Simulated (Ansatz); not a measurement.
Level of theory: DFT PBE, scalar-relativistic, plane waves, PAW (Ansatz 0.2.0). Cutoff 420 eV, Γ-centred meshes of about 0.25 Å⁻¹ or finer for metals and 0.3 Å⁻¹ for insulators (2π included), Gaussian smearing. No spin polarisation.

All energies are static (0 K, no zero-point motion).

Two relaxed structures of In4Ru:

A.

Space group P4/mmm (No. 123). a = 7.362 Å, b = 7.362 Å, c = 3.175 Å, α = 90.00°, β = 90.00°, γ = 90.00°
```tsv
atom	site	symmetry	x	y	z
In	4o	m2m.	0.1941	0.5000	0.5000
Ru	1c	4/mmm	0.5000	0.5000	0.0000
```

B.

Space group Pm-3m (No. 221). a = 5.204 Å, b = 5.204 Å, c = 5.204 Å, α = 90.00°, β = 90.00°, γ = 90.00°
```csv
atom,site,symmetry,x,y,z
In,1a,m-3m,0.0000,0.0000,0.0000
In,3c,4/mm.m,0.5000,0.5000,0.0000
Ru,1b,m-3m,0.5000,0.5000,0.5000
```

Question: Which is lower in energy, and by how much?

Answer: B is lower, by 36 meV/atom. A has space group P4/mmm (No. 123), 34.4 Å³/atom and no gap on its mesh; B has space group Pm-3m (No. 221), 28.2 Å³/atom and no gap. Counting all near atoms (those within 1.25 times the shortest distance at each site; a plus sign parts nearer from farther groups; a slash parts the counts of unlike sites), A has In 3+4, Ru 8+2 and B has In 2/12+8, Ru 6. The denser one is the lower, and pressure would at first widen the difference. Even the lower one lies +0.09 eV/atom against the reference forms of the elements (uncorrected), so neither is stable at this level. Both come from trial cells of a structure search, whose lowest cell (I-42m, 24.1 Å³/atom) lies 116 meV/atom below the lower of the two.

Trial moments fell under 0.15 μB along the way in P4/mmm and Pm-3m; another start might hold them. Cells relaxed within their symmetry can be saddle points. Some structure types and database cells were kept out of the candidates from the start, so a known form may be missing.
